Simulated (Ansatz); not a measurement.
A geometry of SnO$_{2}$ away from equilibrium: step 4 of the relaxation of a relaxed SnO2 cell with every coordinate shifted by Gaussian noise of σ = 0.3 Å. All values below come from PBEsol (plane waves to 420 eV, PAW, scalar-relativistic; Ansatz, an electronic-structure program). Γ-centred k-mesh 5×5×7 on the run's cell (coarser than for final values), Fermi–Dirac smearing 0.05 eV.

```
SnO2
1.0
    4.79723    -0.01163    -0.01392
   -0.01163     4.78160     0.00030
   -0.00938     0.00021     3.19830
Sn O
2 4
Direct
  0.02517   0.99445   0.91732
  0.52899   0.49051   0.43063
  0.34062   0.29598   0.95207
  0.82860   0.19040   0.43556
  0.21538   0.81035   0.44869
  0.71023   0.69755   0.91889
```

Problem. Predict the force on each atom, in eV/Å.

Solution. 
```json
[
 {"atom": "Sn1", "Fx": "-0.24", "Fy": "0.38", "Fz": "1.63"},
 {"atom": "Sn2", "Fx": "-0.38", "Fy": "0.73", "Fz": "0.39"},
 {"atom": "O3", "Fx": "-0.45", "Fy": "-0.04", "Fz": "-0.83"},
 {"atom": "O4", "Fx": "0.33", "Fy": "-0.03", "Fz": "-0.52"},
 {"atom": "O5", "Fx": "0.62", "Fy": "-0.91", "Fz": "-1.24"},
 {"atom": "O6", "Fx": "0.11", "Fy": "-0.13", "Fz": "0.56"}
]
```

Problem. What is the pressure?

Solution. +0.9 GPa, compression positive.

No spin polarisation in the result.
